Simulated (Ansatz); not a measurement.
Sb, DFT, PBEsol, PAW with Ansatz's default frozen-core files, scalar-relativistic (Ansatz 0.2.0), run on 1 thread of Intel(R) Xeon(R) Platinum 8488C (Sapphire Rapids) on a shared host.

The structure is an experimental refinement, used without relaxation. The listed cell was then made from it by scaling, straining or moving an atom.

Command: `ansatz run input.yaml --threads 1 --pin off --max-ram 3072MiB --backend cpu --events-out ev --progress --plain --runs-dir out`

```yaml
crystal:
  lattice:
    - [2.150600332, 1.2416496806, 3.70656]
    - [-2.150600332, 1.2416496806, 3.70656]
    - [0.0, -2.4832993611, 3.70656]
  atoms:
    - { symbol: Sb, position: [0.23364, 0.23364, 0.23364] }
    - { symbol: Sb, position: [0.76636, 0.76636, 0.76636] }
kpoints:
  mp_grid: { grid: [9, 9, 9] }
scf:
  occupations: { method: fermi_dirac, width: 0.05 }
hamiltonian:
  xc: pbesol
  pseudopotentials: { kind: paw }
output:
  forces: true
  stress: true
  eigenvalues: true
  efg: { contact_densities: true }
```

Question: How large is the problem that the program sets up?

Answer: 85 irreducible k-points, 1159 plane waves at Γ, 19 bands.

Question: About how long does it take, and how much memory does it use?

Answer: 4.2 s of wall time for 7 SCF iterations, with a peak of 0.45 GiB. Times on shared machines scatter by tens of per cent.

Question: And the same cell and mesh by crystal-made all-electron datasets, asked for forces, stress, eigenvalues, efg, on the same hardware?

Answer: 4.5 s, peak memory 0.42 GiB.
